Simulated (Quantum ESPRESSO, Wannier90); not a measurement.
CdTe (zinc blende): Wannier90 run

Cell from Materials Project (mp-406), symmetrised, no further relaxation. COD (Crystallography Open Database) has the formula in 2 space groups, this one among them (matched by group alone). Computed values, not measurements, from PBEsol: Quantum ESPRESSO (norm-conserving PseudoDojo potentials, cutoff 82 Ry, spinors with spin-orbit coupling) on a Γ-centred 6×6×6 mesh, then Wannier90. Density: 8×8×8 mesh, Gaussian smearing 0.01 Ry. With spin-orbit coupling a semilocal functional can close or falsely invert a small gap; the band order was not checked against a better method. The gap is small at this level and was sampled on the meshes and a path alone.

On the energy scale of pw.x, whose zero is arbitrary, the valence-band maximum lies at 7.25 eV.

Input w.win:

```
num_bands = 34
num_wann = 16
exclude_bands = 1-18,21-30
spinors = true
num_iter = 1000
conv_tol = 1.0e-6
conv_window = 4
dis_num_iter = 1000
dis_conv_tol = 1.0e-6
dis_froz_max = 1.78
write_hr = true
write_u_matrices = true
begin projections
f=-0.00074,-0.01066,0.00055: s;p
f=-0.25601,-0.25057,-0.25603: s;p
end projections
begin unit_cell_cart
ang
    0.0000000000    3.2821150000    3.2821150000
    3.2821150000    0.0000000000    3.2821150000
    3.2821150000    3.2821150000    0.0000000000
end unit_cell_cart
begin atoms_frac
Cd   0.0000000000  0.0000000000  0.0000000000
Te  -0.2500000000 -0.2500000000 -0.2500000000
end atoms_frac
mp_grid = 6 6 6
begin kpoints
0.0000000000 0.0000000000 0.0000000000
0.0000000000 0.0000000000 0.1666666667
0.0000000000 0.0000000000 0.3333333333
... (213 more lines: the 6x6x6 mesh through Gamma)
end kpoints
```

Input of pw2wannier90.x that gives the overlap and projection files (equivalent; here they were cut from one run over all bands):

```
&inputpp
  outdir = './out'
  prefix = 'pwscf'
  seedname = 'w'
  write_amn = .true.
  write_mmn = .true.
/
```

Output w.wout (banner and timings cut):

```
                                    ------
                                    SYSTEM
                                    ------

                              Lattice Vectors (Ang)
                    a_1     0.000000   3.282115   3.282115
                    a_2     3.282115   0.000000   3.282115
                    a_3     3.282115   3.282115   0.000000

                   Unit Cell Volume:      70.71172  (Ang^3)

                        Reciprocal-Space Vectors (Ang^-1)
                    b_1    -0.957185   0.957185   0.957185
                    b_2     0.957185  -0.957185   0.957185
                    b_3     0.957185   0.957185  -0.957185

 *----------------------------------------------------------------------------*
 |   Site       Fractional Coordinate          Cartesian Coordinate (Ang)     |
 +----------------------------------------------------------------------------+
 | cd   1   0.00000   0.00000   0.00000   |    0.00000   0.00000   0.00000    |
 | te   1  -0.25000  -0.25000  -0.25000   |   -1.64106  -1.64106  -1.64106    |
 *----------------------------------------------------------------------------*
                                ------------
                                K-POINT GRID
                                ------------

             Grid size =  6 x  6 x  6      Total points =  216

 *---------------------------------- MAIN ------------------------------------*
 |  Number of Wannier Functions               :                16             |
 |  Number of Objective Wannier Functions     :                16             |
 |  Number of input Bloch states              :                34             |
 |  Output verbosity (1=low, 5=high)          :                 1             |
 |  Timing Level (1=low, 5=high)              :                 1             |
 |  Optimisation (0=memory, 3=speed)          :                 3             |
 |  Length Unit                               :               Ang             |
 |  Post-processing setup (write *.nnkp)      :                 F             |
 |  Using Gamma-only branch of algorithms     :                 F             |
 *----------------------------------------------------------------------------*
 *------------------------------- WANNIERISE ---------------------------------*
 |  Total number of iterations                :              1000             |
 |  Number of CG steps before reset           :                 5             |
 |  Trial step length for line search         :             2.000             |
 |  Convergence tolerence                     :         0.100E-05             |
 |  Convergence window                        :                 4             |
 |  Iterations between writing output         :                 1             |
 |  Iterations between backing up to disk     :               100             |
 |  Write r^2_nm to file                      :                 F             |
 |  Write xyz WF centres to file              :                 F             |
 |  Write on-site energies <0n|H|0n> to file  :                 F             |
 |  Use guiding centre to control phases      :                 F             |
 |  Use phases for initial projections        :                 F             |
 *----------------------------------------------------------------------------*
 *------------------------------- DISENTANGLE --------------------------------*
 |  Using band disentanglement                :                 T             |
 |  Total number of iterations                :              1000             |
 |  Mixing ratio                              :             0.500             |
 |  Convergence tolerence                     :         1.000E-06             |
 |  Convergence window                        :                 3             |
 *----------------------------------------------------------------------------*
 *-------------------------------- PLOTTING ----------------------------------*
 |  Plotting Hamiltonian in WF basis          :                 T             |
 *----------------------------------------------------------------------------*

 *---------------------------------- K-MESH ----------------------------------*
 +----------------------------------------------------------------------------+
 |                    Distance to Nearest-Neighbour Shells                    |
 |                    ------------------------------------                    |
 |          Shell             Distance (Ang^-1)          Multiplicity         |
 |          -----             -----------------          ------------         |
 |             1                   0.276316                      8            |
 |             2                   0.319062                      6            |
 |             3                   0.451222                     12            |
 |             4                   0.529104                     24            |
 |             5                   0.552631                      8            |
 |             6                   0.638124                      6            |
 |             7                   0.695379                     24            |
 |             8                   0.713444                     24            |
       ... (lines left out)
 +----------------------------------------------------------------------------+
 | The b-vectors are chosen automatically                                     |
 | The following shells are used:                       1                     |
 +----------------------------------------------------------------------------+
 |                        Shell   # Nearest-Neighbours                        |
 |                        -----   --------------------                        |
 |                          1               8                                 |
 +----------------------------------------------------------------------------+
 | Completeness relation is fully satisfied [Eq. (B1), PRB 56, 12847 (1997)]  |
 +----------------------------------------------------------------------------+
 |                  b_k Vectors (Ang^-1) and Weights (Ang^2)                  |
 |                  ----------------------------------------                  |
 |            No.         b_k(x)      b_k(y)      b_k(z)        w_b           |
 |            ---        --------------------------------     --------        |
 |             1         0.159531    0.159531   -0.159531     4.911570        |
 |             2         0.159531   -0.159531    0.159531     4.911570        |
 |             3        -0.159531    0.159531    0.159531     4.911570        |
 |             4         0.159531    0.159531    0.159531     4.911570        |
 |             5        -0.159531   -0.159531    0.159531     4.911570        |
 |             6        -0.159531    0.159531   -0.159531     4.911570        |
 |             7         0.159531   -0.159531   -0.159531     4.911570        |
 |             8        -0.159531   -0.159531   -0.159531     4.911570        |
 +----------------------------------------------------------------------------+
 |                           b_k Directions (Ang^-1)                          |
 |                           -----------------------                          |
 |            No.           x           y           z                         |
 |            ---        --------------------------------                     |
 |             1         0.159531    0.159531   -0.159531                     |
 |             2         0.159531   -0.159531    0.159531                     |
 |             3        -0.159531    0.159531    0.159531                     |
 |             4         0.159531    0.159531    0.159531                     |
 +----------------------------------------------------------------------------+

 Starting a new Wannier90 calculation ...

 Reading overlaps from w.mmn

 Reading projections from w.amn

 *------------------------------- DISENTANGLE --------------------------------*
 +----------------------------------------------------------------------------+
 |                              Energy  Windows                               |
 |                              ---------------                               |
 |                   Outer:   -4.01627  to   25.81396  (eV)                   |
 |                   Inner:   -4.01627  to    1.78000  (eV)                   |
 +----------------------------------------------------------------------------+
   Number of target bands to extract:   16

                   Unitarised projection of Wannier functions
                   ------------------------------------------
   A_mn = <psi_m|g_n> --> S = A.A^+ --> U = S^-1/2.A
   In dis_project... done
   Using an inner window (linner = T)
   In dis_proj_froz... done

                   Extraction of optimally-connected subspace
                   ------------------------------------------
 +---------------------------------------------------------------------+<-- DIS
 |  Iter     Omega_I(i-1)      Omega_I(i)      Delta (frac.)           |<-- DIS
 +---------------------------------------------------------------------+<-- DIS
       1      31.88363466      29.99657585       6.291E-02    <-- DIS
       2      30.86864220      29.53053814       4.531E-02    <-- DIS
       3      30.15831391      29.23763582       3.149E-02    <-- DIS
       4      29.66873936      29.02925404       2.203E-02    <-- DIS
       5      29.32730275      28.87468047       1.568E-02    <-- DIS
       6      29.08433818      28.75632503       1.141E-02    <-- DIS
       ... (lines left out)
     101      27.85610814      27.85538860       2.583E-05    <-- DIS
       ... (lines left out)
     169      27.84515596      27.84512884       9.738E-07    <-- DIS
     170      27.84512746      27.84510185       9.195E-07    <-- DIS
     171      27.84510010      27.84507594       8.677E-07    <-- DIS

             <<<      Delta < 1.000E-06  over  3 iterations     >>>
             <<< Disentanglement convergence criteria satisfied >>>

        Final Omega_I    27.84507594 (Ang^2)

 +----------------------------------------------------------------------------+

 Writing checkpoint file w.chk... done

 *------------------------------- WANNIERISE ---------------------------------*
 +--------------------------------------------------------------------+<-- CONV
 | Iter  Delta Spread     RMS Gradient      Spread (Ang^2)            |<-- CONV
 +--------------------------------------------------------------------+<-- CONV

 ------------------------------------------------------------------------------
 Initial State
  WF centre and spread    1  ( -0.006677,  0.001866, -0.007659 )     2.60203438
  WF centre and spread    2  ( -0.006677,  0.001866, -0.007659 )     2.60203664
  WF centre and spread    3  ( -0.002744,  0.000281,  0.008553 )     3.16107050
  WF centre and spread    4  ( -0.002748,  0.000284,  0.008552 )     3.16107675
  WF centre and spread    5  (  0.007580,  0.000284, -0.003116 )     3.16127622
  WF centre and spread    6  (  0.007579,  0.000282, -0.003117 )     3.16127743
  WF centre and spread    7  ( -0.002721, -0.000673, -0.003092 )     3.16094992
  WF centre and spread    8  ( -0.002720, -0.000673, -0.003092 )     3.16095358
  WF centre and spread    9  ( -1.652696, -1.671247, -1.651980 )     2.02117972
  WF centre and spread   10  ( -1.652696, -1.671247, -1.651980 )     2.02118005
  WF centre and spread   11  ( -1.641763, -1.642827, -1.626392 )     2.09649324
  WF centre and spread   12  ( -1.641764, -1.642827, -1.626392 )     2.09649434
  WF centre and spread   13  ( -1.626281, -1.642830, -1.641741 )     2.09651451
  WF centre and spread   14  ( -1.626281, -1.642830, -1.641741 )     2.09651416
  WF centre and spread   15  ( -1.641829, -1.613386, -1.641799 )     2.09625957
  WF centre and spread   16  ( -1.641829, -1.613385, -1.641799 )     2.09625909
  Sum of centres and spreads (-13.134267,-13.137061,-13.134451 )    40.79157008

      0     0.408E+02     0.0000000000       40.7915700551  <-- CONV
        O_D=      0.0134228 O_OD=     12.9330713 O_TOT=     40.7915701 <-- SPRD
 ------------------------------------------------------------------------------
      1    -0.368E+00     0.3325014575       40.4231565759  <-- CONV
        O_D=      0.0171883 O_OD=     12.5608923 O_TOT=     40.4231566 <-- SPRD
      2    -0.210E+00     0.4263394213       40.2130391040  <-- CONV
        O_D=      0.0122567 O_OD=     12.3557064 O_TOT=     40.2130391 <-- SPRD
      3    -0.645E-01     0.2792734690       40.1484956594  <-- CONV
        O_D=      0.0117684 O_OD=     12.2916513 O_TOT=     40.1484957 <-- SPRD
      4    -0.223E-01     0.1598164733       40.1261711282  <-- CONV
        O_D=      0.0110541 O_OD=     12.2700411 O_TOT=     40.1261711 <-- SPRD
      5    -0.677E-02     0.0853347597       40.1194005066  <-- CONV
        O_D=      0.0108848 O_OD=     12.2634398 O_TOT=     40.1194005 <-- SPRD
       ... (lines left out)
    100    -0.138E+00     0.3492733330       32.5962724393  <-- CONV
        O_D=      0.0103207 O_OD=      4.7408758 O_TOT=     32.5962724 <-- SPRD
       ... (lines left out)
    200    -0.369E-03     0.0125379791       32.0861114582  <-- CONV
        O_D=      0.0075802 O_OD=      4.2334553 O_TOT=     32.0861115 <-- SPRD
       ... (lines left out)
    300    -0.309E-02     0.0415277747       31.3423263436  <-- CONV
        O_D=      0.0081139 O_OD=      3.4891365 O_TOT=     31.3423263 <-- SPRD
       ... (lines left out)
    400    -0.221E-05     0.0012960690       31.3043565013  <-- CONV
        O_D=      0.0080016 O_OD=      3.4512790 O_TOT=     31.3043565 <-- SPRD
       ... (lines left out)
    403    -0.701E-06     0.0007457996       31.3043534472  <-- CONV
        O_D=      0.0080013 O_OD=      3.4512762 O_TOT=     31.3043534 <-- SPRD
    404    -0.988E-06     0.0006870151       31.3043524596  <-- CONV
        O_D=      0.0080016 O_OD=      3.4512749 O_TOT=     31.3043525 <-- SPRD
    405    -0.920E-06     0.0013931205       31.3043515394  <-- CONV
        O_D=      0.0080014 O_OD=      3.4512742 O_TOT=     31.3043515 <-- SPRD
             <<<     Delta < 1.000E-06  over  4 iterations     >>>
             <<< Wannierisation convergence criteria satisfied >>>
 Final State
  WF centre and spread    1  ( -0.524202,  0.523894, -0.524243 )     2.18800578
  WF centre and spread    2  ( -0.524211,  0.523901, -0.524228 )     2.18800818
  WF centre and spread    3  ( -0.524322, -0.524218,  0.523937 )     2.18790202
  WF centre and spread    4  ( -0.524330, -0.524225,  0.523924 )     2.18790391
  WF centre and spread    5  (  0.523974,  0.524077,  0.523956 )     2.18789362
  WF centre and spread    6  (  0.523982,  0.524083,  0.523944 )     2.18789441
  WF centre and spread    7  (  0.523933, -0.524195, -0.524331 )     2.18794100
  WF centre and spread    8  (  0.523939, -0.524199, -0.524324 )     2.18794277
  WF centre and spread    9  ( -1.984242, -1.984564, -1.984253 )     1.72522344
  WF centre and spread   10  ( -1.984241, -1.984564, -1.984254 )     1.72522396
  WF centre and spread   11  ( -1.298922, -1.984966, -1.297581 )     1.72507484
  WF centre and spread   12  ( -1.298898, -1.984965, -1.297604 )     1.72507484
  WF centre and spread   13  ( -1.297444, -1.299090, -1.984805 )     1.72506988
  WF centre and spread   14  ( -1.297469, -1.299065, -1.984805 )     1.72507024
  WF centre and spread   15  ( -1.984814, -1.297744, -1.298788 )     1.72506134
  WF centre and spread   16  ( -1.984815, -1.297769, -1.298764 )     1.72506133
  Sum of centres and spreads (-13.132081,-13.133609,-13.132218 )    31.30435157

         Spreads (Ang^2)       Omega I      =    27.845075942
        ================       Omega D      =     0.008001401
                               Omega OD     =     3.451274197
    Final Spread (Ang^2)       Omega Total  =    31.304351539
```
